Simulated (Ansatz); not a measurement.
# CsPbBr3 — ⁸¹Br NMR of the central transition

Cell: a Materials Project structure (computed, not necessarily an observed phase).

Space group Pnma (No. 62); a = 9.8455, b = 4.6091, c = 16.9508 Å.

| site | Wyckoff | site symmetry | x | y | z |
| --- | --- | --- | --- | --- | --- |
| Cs | 4c | .m. | 0.9124 | 0.2500 | 0.6716 |
| Pb | 4c | .m. | 0.8365 | 0.7500 | 0.9380 |
| Br9 | 4c | .m. | 0.5282 | 0.2500 | 0.6128 |
| Br10 | 4c | .m. | 0.1986 | 0.7500 | 0.7111 |
| Br11 | 4c | .m. | 0.6642 | 0.2500 | 0.0006 |

One atom of each set is listed.

Level of theory: DFT, r2SCAN, plane waves and PAW, scalar-relativistic, 500 eV cutoff, Γ-centred 3×6×2 k-points, Fermi–Dirac smearing 0.02 eV (Ansatz 0.2.0).

⁸¹Br has I = 3/2 and Q = 257.9 mb (Pyykkö 2018); at 18.8 T its Larmor frequency is ν₀ = 216.9 MHz. Only the quadrupole interaction is simulated: positions count from each site's isotropic chemical shift, and shift anisotropy, dipolar and J coupling are left out.

Q: Simulate the second-order pattern (static powder, Gaussian broadening 20 kHz) of site Br9 (3 Pb at 3.10–3.25 Å).

A: The calculation gives C_Q = 19.2 MHz and η = 0.77, so ν_Q = 9.58 MHz and the centre of gravity lies at -233 ppm (-50.6 kHz).

(offset (kHz), height): (-272.7, 0), (-259.1, 5), (-245.5, 22), (-231.9, 33), (-218.3, 35), (-204.8, 37), (-191.2, 38), (-177.6, 40), (-164.0, 41), (-150.4, 43), (-136.8, 46), (-123.3, 48), (-109.7, 51), (-96.1, 55), (-82.5, 60), (-68.9, 66), (-55.3, 75), (-41.8, 92), (-28.2, 100), (-14.6, 91), (-1.0, 88), (12.6, 93), (26.1, 98), (39.7, 77), (53.3, 48), (66.9, 38), (80.5, 35), (94.1, 33), (107.6, 30), (121.2, 20), (134.8, 4), (148.4, 0)

With ν_Q/ν₀ up to 0.21, terms beyond second order are no longer negligible.

Without spin–orbit coupling the gradients at and beside Pb can be off by some per cent, at some sites by more.
